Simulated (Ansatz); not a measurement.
# TiO₂: input and output of an SCF run

TiO₂ is taken as a measured crystal structure (space group P4_2/mnm, primitive cell doubled), 12 atoms in the cell. Source: COD entry 1534781; the sample's temperature and pressure aren't taken into account, and it need not be the stable phase.

The calculation used DFT, PBE+U, PAW, plane waves, scalar-relativistic in Ansatz.

Input file:

```yaml
crystal:
  lattice:
    - [4.6107, 0.0, 0.0]
    - [0.0, 9.2214, 0.0]
    - [0.0, 0.0, 2.9732]
  atoms:
    - { symbol: O, position: [0.3053, 0.15265, 0.0] }
    - { symbol: O, position: [0.3053, 0.65265, 0.0] }
    - { symbol: O, position: [0.1947, 0.40265, 0.5] }
    - { symbol: O, position: [0.1947, 0.90265, 0.5] }
    - { symbol: O, position: [0.6947, 0.34735, 0.0] }
    - { symbol: O, position: [0.6947, 0.84735, 0.0] }
    - { symbol: O, position: [0.8053, 0.09735, 0.5] }
    - { symbol: O, position: [0.8053, 0.59735, 0.5] }
    - { symbol: Ti, position: [0.0, 0.0, 0.0] }
    - { symbol: Ti, position: [0.0, 0.5, 0.0] }
    - { symbol: Ti, position: [0.5, 0.25, 0.5] }
    - { symbol: Ti, position: [0.5, 0.75, 0.5] }
hamiltonian:
  xc: pbe
  pseudopotentials: { kind: paw }
  hubbard: { sites: [{ species: Ti, l: d, u_eff: 3.0 }] }
basis:
  ecutwfc: 420
kpoints:
  mp_grid: { grid: [4, 2, 6] }
scf:
  occupations: { method: gaussian, width: 0.1 }
  lower_state_search: "off"
output:
  forces: true
  stress: true
  write_density: true
  write_potential: true
  elf: true
  volumetric_format: npy
magnetization:
  spin_polarized: true
```

The run was started with:
```sh
ansatz run input.yaml --threads 4 --pin off --max-ram 9216MiB --backend cpu --events-out ev --progress --plain --runs-dir out
```

Program output, abridged:

```
O: projections on atomic orbitals take those of the free atom [He] 2s2 2p4, of charge +0.00 (hamiltonian.pseudopotentials.projection_atoms); the dataset's partial waves leave at most 1.9e-8 of an orbital's norm unspanned inside its sphere
Ti: projections on atomic orbitals take those of the free atom [Ne] 3s2 3p6 3d2 4s2, of charge +0.00 (hamiltonian.pseudopotentials.projection_atoms); the dataset's partial waves leave at most 4.1e-7 of an orbital's norm unspanned inside its sphere
band count auto-derived: 64 (N_el = 96.0; filled up to band 48; 60 by the electrons, moments and atoms)
Pseudopotentials: kind: paw
Pseudopotential: O, paw, valence charge 6, recommended cutoff 420 eV (normal), O.paw.azcp
Pseudopotential: Ti, paw, valence charge 12, recommended cutoff 420 eV (normal), Ti.paw.azcp
Functional definition: PBE
Crystal: 12 atoms, lattice volume = 126.412 Å³
Basis set: ecut = 420 eV, 2445 PW (Γ), exchange–correlation on 64×128×40 points (8 copies of the dense FFT grid, shifted against one another)
Bands: 64, of which v1, the nominal top of the filled ones, is band 48 counted from 1 (47 counted from 0)
Symmetry: 16 space group operations
Space group: P42/mnm (ITA 136), of the structure as read, at distance tolerance 5.0e-5 Å
k-points: 24 of 48
Non-local potential: O, projectors of the file, l = 0: 2, l = 1: 2, l = 2: 1
Non-local potential: Ti, projectors of the file, l = 0: 3, l = 1: 2, l = 2: 3, l = 3: 1
Initial density: superposition of atomic densities (chi_scale 0.1, normalization cell, long waves kept (reshape's long-wave potential 0.00 eV rms))
Initial wavefunctions: pseudopotential atomic-orbital guess
Functional: x = pbe(κ = 0.804, μ = 0.2195149727645171), c = pbe(β = 0.06672455060314922)
SCF iter   1: F=—  HF=-14545.771358 eV  |F-HF|=—  |Δ(HF+E_count)|=         —  Δρ=4.42e-2 (↑4.42e-2 ↓4.42e-2)  dr2=1.01e1  dr2_m=0.00e0  M=0.000 μB ∫|m|=0.000 μB  β_m=0.30  ethr=3.10e-3  ⟨swp⟩=4.8  Hψ=5846  notcnv=0
preconditioner: auto → Resta (q_TF=auto, 2.606 Å⁻¹)  ε∞=7.0  [insulator: Δε(μ)=2.949 eV  Ē_g=10.819 eV  σ=0.100 eV  W_gap=1.00  n_scr=42 (ndim 8)  ℏωp=26.4 eV  f_vac=0.000  D(μ)=0.00/eV (n_scr^D=0)  ε∞_Penn≈7.0]
spin=Collinear: Resta preconditioning applied to the charge; magnetization (m = ρ↑ − ρ↓) channel mixes plain (no charge-response kernel on spin).
SCF iter   2: F=—  HF=-14544.332599 eV  |F-HF|=—  |Δ(HF+E_count)|=    1.44e0  Δρ=2.10e-2 (↑2.10e-2 ↓2.10e-2)  dr2=1.77e0  dr2_m=0.00e0  M=0.000 μB ∫|m|=0.000 μB  β_m=0.37  ethr=3.10e-3  ⟨swp⟩=2.1  Hψ=2508  notcnv=0  defer=220
SCF iter   3: F=—  HF=-14541.917844 eV  |F-HF|=—  |Δ(HF+E_count)|=    2.41e0  Δρ=2.48e-2 (↑2.45e-2 ↓2.48e-2)  dr2=1.65e0  dr2_m=2.59e-1  M=1.767 μB ∫|m|=1.767 μB  ethr=1.84e-3  ⟨swp⟩=1.3  Hψ=1326  notcnv=0  defer=220
Mixer restart at iter 3: flushing history
SCF iter   4: F=—  HF=-14544.184321 eV  |F-HF|=—  |Δ(HF+E_count)|=         —  Δρ=1.98e-2 (↑1.89e-2 ↓1.98e-2)  dr2=6.33e-1  dr2_m=2.30e-1  M=0.000 μB ∫|m|=0.138 μB  β_m=0.37  ethr=1.72e-3  ⟨swp⟩=2.2  Hψ=4003  notcnv=0  defer=324
SCF iter   5: F=—  HF=-14544.419583 eV  |F-HF|=—  |Δ(HF+E_count)|=   2.35e-1  Δρ=1.35e-2 (↑1.31e-2 ↓1.35e-2)  dr2=3.44e-1  dr2_m=9.60e-2  M=0.000 μB ∫|m|=0.097 μB  β_m=0.69  ethr=6.59e-4  ⟨swp⟩=1.1  Hψ=3174  notcnv=0  defer=329
Mixer restart at iter 5: flushing history
SCF iter   6: F=—  HF=-14544.643459 eV  |F-HF|=—  |Δ(HF+E_count)|=         —  Δρ=2.60e-3 (↑2.60e-3 ↓2.60e-3)  dr2=3.45e-2  dr2_m=0.00e0  M=0.000 μB ∫|m|=0.000 μB  β_m=0.69  ethr=3.58e-4  ⟨swp⟩=5.3  Hψ=3521  notcnv=0  defer=122
SCF iter   7: F=—  HF=-14544.648133 eV  |F-HF|=—  |Δ(HF+E_count)|=   4.67e-3  Δρ=2.29e-3 (↑2.29e-3 ↓2.29e-3)  dr2=2.49e-2  dr2_m=0.00e0  M=0.000 μB ∫|m|=0.000 μB  β_m=0.58  ethr=3.60e-5  ⟨swp⟩=2.3  Hψ=2759  notcnv=0  defer=224
SCF iter   8: F=—  HF=-14544.645609 eV  |F-HF|=—  |Δ(HF+E_count)|=   2.52e-3  Δρ=7.94e-4 (↑7.94e-4 ↓7.94e-4)  dr2=3.90e-3  dr2_m=0.00e0  M=0.000 μB ∫|m|=0.000 μB  β_m=0.79  ethr=2.60e-5  ⟨swp⟩=2.0  Hψ=1868  notcnv=0  defer=224
SCF iter   9: F=—  HF=-14544.647910 eV  |F-HF|=—  |Δ(HF+E_count)|=   2.30e-3  Δρ=1.37e-4 (↑1.37e-4 ↓1.37e-4)  dr2=1.43e-4  dr2_m=0.00e0  M=0.000 μB ∫|m|=0.000 μB  β_m=0.89  ethr=4.06e-6  ⟨swp⟩=2.0  Hψ=2016  notcnv=0  defer=224
SCF iter  10: F=—  HF=-14544.648030 eV  |F-HF|=—  |Δ(HF+E_count)|=   1.19e-4  Δρ=2.76e-5 (↑2.76e-5 ↓2.76e-5)  dr2=4.77e-6  dr2_m=0.00e0  M=0.000 μB ∫|m|=0.000 μB  β_m=0.95  ethr=1.49e-7  ⟨swp⟩=2.0  Hψ=2078  notcnv=0  defer=224
SCF iter  11: F=—  HF=-14544.648031 eV  |F-HF|=—  |Δ(HF+E_count)|=   1.72e-6  Δρ=6.12e-6 (↑6.12e-6 ↓6.12e-6)  dr2=1.47e-7  dr2_m=0.00e0  M=0.000 μB ∫|m|=0.000 μB  β_m=0.97  ethr=4.97e-9  ⟨swp⟩=2.1  Hψ=2050  notcnv=0  defer=224
SCF iter  12: F=-14544.648032 eV  HF=-14544.648032 eV  |F-HF|=3.99e-9  |Δ(HF+E_count)|=   1.70e-7  Δρ=1.80e-6 (↑1.80e-6 ↓1.80e-6)  dr2=1.79e-8  dr2_m=0.00e0  M=0.000 μB ∫|m|=0.000 μB  ethr=1.04e-10  ⟨swp⟩=13.5  Hψ=10261  notcnv=0
SCF 1 converged in 12 iterations: F = -14544.648032 eV  dr2 = 1.79e-8
  greatest PAW one-centre occupation: 0.999 electrons in one spin orbital (limit 2), on the Ti atom at site 11 (counted from 0), in its partial waves of l = 0
SCF converged after 12 iterations
Magnetization: 0.0000 μB (48.0000 up, 48.0000 down)
Absolute magnetization: 0.0000 μB (∫|ρ↑−ρ↓|)
Spin contamination: 0.0000 ħ² per cell (⟨S²⟩ above its minimum at these occupations)
Per-site moments (μB) at R_I (Å): [(0.0, 0.8064), (0.0, 0.8064), (0.0, 0.8064), (0.0, 0.8064), (0.0, 0.8064), (0.0, 0.8064), (0.0, 0.8064), (0.0, 0.8064), (0.0, 0.8064), (0.0, 0.8064), (0.0, 0.8064), (0.0, 0.8064)]
Free energy (F): -14544.648032 eV
Harris-Foulkes:  -14544.648032 eV  (|F-HF|=3.99e-9)
Internal energy: -14544.648032 eV  (E = F + TS)
E sigma→0 (E₀):  -14544.648032 eV
Fermi energy:    10.324091 eV
--- Per-component energies (eV) ---
  E_band       = -800.003406
  E_kinetic    = 2492.145828
  E_local      = -6199.565612  (includes V_loc(G=0)·N_el)
  E_nonlocal   = 388.454390
  E_hartree    = 2354.189417
  E_xc         = -986.173571
  E_vxc        = -1248.912788  (∫ρ·V_xc dr)
  E_hubbard    = 9.687145  (on-site DFT+U / exact-exchange correction)
  E_vhub       = 6.680329  (the Hubbard potential's part of the band-sum identity)
  E_paw        = -5441.408080  (= ΣΔE_a)
  E_vpaw       = -947.211862  (= ΣTr[D̂ρ^β])
  E_aug_tail   = 0.020441  (compensation charges beyond the density's cutoff)
  E_ewald      = -7161.997989
  E_smearing   = -0.000000  (= −TS)
  E_closure    = 0.000000  (closes the sum)
  Σ components = -14544.648032   (vs F -14544.648032, Δ=0.00e0)
--- Forces (eV/Å), atoms counted from 1 ---
  atom   1  O     -0.05127475    -0.05127471    -0.00000000
  atom   2  O     -0.05127475    -0.05127471    -0.00000000
  atom   3  O      0.05127475    -0.05127471     0.00000000
  atom   4  O      0.05127475    -0.05127471     0.00000000
  atom   5  O      0.05127475     0.05127471     0.00000000
  atom   6  O      0.05127475     0.05127471     0.00000000
  atom   7  O     -0.05127475     0.05127471    -0.00000000
  atom   8  O     -0.05127475     0.05127471    -0.00000000
  atom   9  Ti     0.00000000     0.00000000     0.00000000
  atom  10  Ti     0.00000000     0.00000000     0.00000000
  atom  11  Ti     0.00000000     0.00000000     0.00000000
  atom  12  Ti     0.00000000     0.00000000     0.00000000
  max |Σ_I F_I| component: 4.86e-17 eV/Å
--- Stress (GPa, compression-positive) ---
        4.253206      -0.000000       0.000000
       -0.000000       4.253207       0.000000
        0.000000       0.000000       5.704239
  P = ⅓ Tr σ = 4.7369 GPa (47.369 kbar)
--- Band table (eV; the first three rows and the last of 48) ---
k-point 0 ↑: bands = ["-48.4915", "-48.4827", "-48.4827", "-48.4745", "-24.7567", "-24.7567", "-24.7120", "-24.7120", "-24.6555", "-24.6555", "-24.6085", "-24.6085", "-24.5675", "-24.5518", "-24.5518", "-24.5362", "-9.0238", "-8.2881", "-8.2881", "-7.7641", "-7.3128", "-7.3128", "-7.1404", "-7.1404", "3.5019", "3.9628", "4.3616", "4.3616", "4.5539", "5.3888", "5.3888", "5.4299", "5.4299", "6.0973", "6.0973", "6.1560", "6.1560", "6.5982", "6.5982", "7.1437", "7.5576", "7.5576", "8.4422", "8.4633", "8.4633", "8.7387", "8.7387", "9.2234", "11.4419", "11.6779", "11.9262", [...]
k-point 1 ↑: bands = ["-48.4818", "-48.4743", "-48.4743", "-48.4678", "-24.7296", "-24.7296", "-24.6950", "-24.6950", "-24.6748", "-24.6748", "-24.6682", "-24.6434", "-24.6219", "-24.6219", "-24.6043", "-24.6043", "-8.7529", "-8.0936", "-8.0936", "-7.6274", "-7.3889", "-7.3889", "-7.2444", "-7.2444", "3.8601", "4.2257", "4.6683", "4.6683", "4.8555", "5.0957", "5.0957", "5.1681", "5.1681", "5.9890", "5.9890", "6.4292", "6.4771", "6.4771", "7.0770", "7.0770", "7.0962", "7.0962", "7.4976", "8.2580", "8.2580", "8.5114", "8.5114", "9.0498", "11.7971", "11.8580", "11.9596", [...]
k-point 2 ↑: bands = ["-48.4592", "-48.4554", "-48.4554", "-48.4526", "-24.8714", "-24.8714", "-24.8659", "-24.8546", "-24.6704", "-24.6704", "-24.6407", "-24.6407", "-24.6217", "-24.6217", "-24.6015", "-24.6015", "-8.1209", "-7.8278", "-7.8278", "-7.4574", "-7.4574", "-7.4253", "-7.4079", "-7.4079", "4.6297", "4.7032", "4.7949", "4.7949", "4.9772", "4.9772", "5.2428", "5.2428", "5.3780", "5.6679", "5.6679", "5.7153", "6.1194", "6.5133", "6.5133", "7.1939", "7.1939", "7.4155", "7.4155", "7.6104", "7.6104", "8.2154", "8.2154", "8.2704", "11.7848", "11.7848", "11.8542", [...]
k-point 23 ↓: bands = ["-48.4453", "-48.4453", "-48.4453", "-48.4453", "-24.9655", "-24.9655", "-24.9655", "-24.9655", "-24.6206", "-24.6206", "-24.6206", "-24.6206", "-24.6174", "-24.6174", "-24.6174", "-24.6174", "-7.7671", "-7.7671", "-7.7671", "-7.7671", "-7.3314", "-7.3314", "-7.3314", "-7.3314", "4.3463", "4.3463", "4.3463", "4.3463", "5.0127", "5.0127", "5.0127", "5.0127", "5.7651", "5.7651", "5.7651", "5.7651", "6.4852", "6.4852", "6.4852", "6.4852", "7.7401", "7.7401", "7.7401", "7.7401", "8.3141", "8.3141", "8.3141", "8.3141", "11.6866", "11.6866", "11.6866", [...]
```

The run took 5 s on 4 threads of Intel(R) Xeon(R) Platinum 8488C (Sapphire Rapids) (shared host), peak memory 0.88 GiB.
